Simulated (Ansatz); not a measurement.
MoPt2:
Space group I4/mmm (No. 139); a = b = 3.3328 Å, c = 8.2223 Å, α = β = γ = 90.00°

```tsv
atom	site	symmetry	x	y	z
Mo	2a	4/mmm	0.0000	0.0000	0.0000
Pt	4e	4mm	0.0000	0.0000	0.3338
```
(The calculation used a cell of 3 atoms; values per cell refer to that cell.)

This is the PBEsol-relaxed structure.

Question: All from the program Ansatz at the PBEsol level (PAW), unless another level is named. Give the bulk modulus (Birch–Murnaghan fit).

Answer: 290 GPa.

Question: Predict the highest zone-centre frequency.

Answer: 175 cm⁻¹.

The cell is a constructed one: a structure type filled with these elements; neither database checked (COD, Materials Project) lists it. COD files the formula under space group No. 71. Whether it is the stable phase at ambient conditions was not checked. Symmetry was held in the PBEsol relaxation; whether a distortion lowers the energy is not shown. No spin polarisation was allowed. As this level gives no gap, phonon frequencies hold no LO–TO term and depend on the k-mesh and smearing (Fermi–Dirac, 0.1 eV here). Axis ratios of metals converge slowly with the k-mesh, so a and c are less sure than the volume. Scalar-relativistic: spin–orbit coupling is off unless named, which matters more the heavier the elements.

Potentials: the earlier of the program's two PAW sets. The files were generated under PBE; for other functionals the program regenerates the frozen cores, and for LDA and PBEsol the local potential too.
